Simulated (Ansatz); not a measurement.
# Sn: computed property card

Sn:
```xyz
1
Lattice="3.2079 0.0000 0.0000 -1.6040 2.7781 0.0000 0.0000 0.0000 3.0158" Properties=species:S:1:pos:R:3 pbc="T T T"
Sn     0.0000     0.0000     0.0000
```

Space group P6/mmm (No. 191), simple hexagonal; conventional cell a = b = 3.208 Å, c = 3.016 Å, α = β = 90.00°, γ = 120.00°.

Method: DFT-PBEsol in the program Ansatz with PAW potentials. Geometry: relaxed at this level of theory. Other levels are named where they apply.

### Cell and energy

```
Quantity             Result
---------------  ----------
Volume per atom    26.88 Å³
Density          7.33 g/cm³
```

### Electronic structure

```
Quantity                                                                    Result
------------------------------------  --------------------------------------------
Electronic character                                             metallic (no gap)
Density of states at the Fermi level  0.49 states/eV per atom (mean over ±0.08 eV)
Gap with spin–orbit coupling                                       none (metallic)
```

### Mechanics

```
Quantity                                                                                         Value
--------------------------------------------  --------------------------------------------------------
Bulk modulus (Birch–Murnaghan fit)                                                            55.4 GPa
Pressure derivative B′                                                                             5.0
Elastic constants (relaxed ions, GPa)         C11 = 95.5, C12 = 64.4, C13 = 8.1, C33 = 146, C44 = 20.6
Mechanical stability                                            stable (all eigenvalues of C positive)
Hill bulk and shear moduli                                                           55.4 and 24.6 GPa
Young's modulus                                                                               64.3 GPa
Poisson's ratio                                                                                   0.31
Debye temperature from the elastic constants                                                     204 K
```

The start of the workflow was typed in or built on a structure type; neither database checked (COD, Materials Project) lists it. It is not the phase usual at ambient conditions (space group No. 141). The cell was relaxed with PBEsol under the symmetry of its start; its stability against distortions is not shown here. As this level gives no gap, shear constants depend on the k-mesh and smearing (Fermi–Dirac, 0.1 eV here). Axis ratios of metals converge slowly with the k-mesh, so a and c are less sure than the volume. Scalar-relativistic: spin–orbit coupling is off unless named, which matters more the heavier the elements.

Potentials: the later of the program's two PAW sets.
